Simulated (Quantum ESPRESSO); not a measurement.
## GeGaHfO5F (a curve over strain)

Simulated, not a measurement. The program is pw.x of Quantum ESPRESSO 7.5 (plane-wave density functional theory). The cell is made up: 9 atoms on a corundum lattice with one site empty, with randomly drawn elements, strain and displacements, not relaxed. PseudoDojo standard norm-conserving files (v0.5 for PBE, v0.4.1 for LDA and PBEsol) set the functional; there is no spin polarisation, spin-orbit coupling or dispersion term, and the masses in the input are unused placeholders.

The hafnium pseudopotential is less sure than the others, with forces about 3 percent (worst 6) and pressure in oxides about 1.5 GPa (worst 2.7) from a second method in checks, which no rerun with the same files tests.

Seven runs add a strain to one cell (shear xy, as the tensor component); the atoms follow the cell and are not relaxed. Stress in the table is positive in tension.

Input of the run at -0.0003:

```
&control calculation='scf', pseudo_dir='./dojo.nc.sr.pbe.v0_5.standard.upf', outdir='./o', disk_io='low', tprnfor=.true., tstress=.true. /
&system ibrav=0, nat=9, ntyp=5, nbnd=44, ecutwfc=84.00895049, nosym=.true., tot_charge=0,
 occupations='smearing', smearing='fd', degauss=0.0018374661
/
&electrons conv_thr=7.350e-09, electron_maxstep=60, /
ATOMIC_SPECIES
F 1.0 F.upf
Ga 1.0 Ga.upf
Ge 1.0 Ge.upf
Hf 1.0 Hf.upf
O 1.0 O.upf
CELL_PARAMETERS angstrom
2.7459 1.5 4.83
-2.6024 1.5302 4.7399
0.0979 -3.1107 4.811
ATOMIC_POSITIONS angstrom
Ge -0.0328 -0.1665 5.0727
Ga 0.1627 -0.0887 9.1907
Hf 0.1973 -0.0803 12.2884
O -0.9575 1.4967 8.3003
F -0.5179 -1.6611 8.2953
O 1.953 0.1693 8.4247
O 1.3066 -1.5235 5.9606
O 0.977 1.6055 6.0084
O -1.7009 -0.1236 5.9318
K_POINTS automatic
5 5 5 1 1 1
```

```
added strain  free energy less that of the input shown (eV)  stress xx (GPa)  stress yy (GPa)  stress zz (GPa)  stress xy (GPa)  pressure (GPa)  next band up at Gamma (eV)  iterations
     -0.0155                                         0.0638            17.54            17.20            18.12            -3.99          -17.62                       1.267          15
     -0.0079                                         0.0271            17.85            17.39            18.17            -2.99          -17.80                       1.276          15
     -0.0003                                         0.0000            18.09            17.55            18.20            -1.98          -17.95                       1.276          15
     +0.0029                                        -0.0080            18.18            17.61            18.21            -1.56          -18.00                       1.274          15
     +0.0107                                        -0.0219            18.33            17.73            18.20            -0.54          -18.09                       1.263          15
     +0.0149                                        -0.0252            18.39            17.78            18.19             0.01          -18.12                       1.255          15
     +0.0243                                        -0.0216            18.43            17.85            18.14             1.24          -18.14                       1.229          15
```

A cubic fit gives a slope of stress xy against the added strain of 132 GPa at zero added strain, with the atoms clamped. Across the table the free energy follows the integral of the stress to within 0.8 meV. A rerun of one of the cells at a cutoff of 1437 eV and k mesh 7 x 7 x 7 moved values by no more than 0.003 eV in energy, 0.04 GPa in stress and 0.002 eV/Å in force. The band column is the level of band 39 at Gamma less that of band 38, whose number is half the electron count, rounded up; it comes from a band step after each run.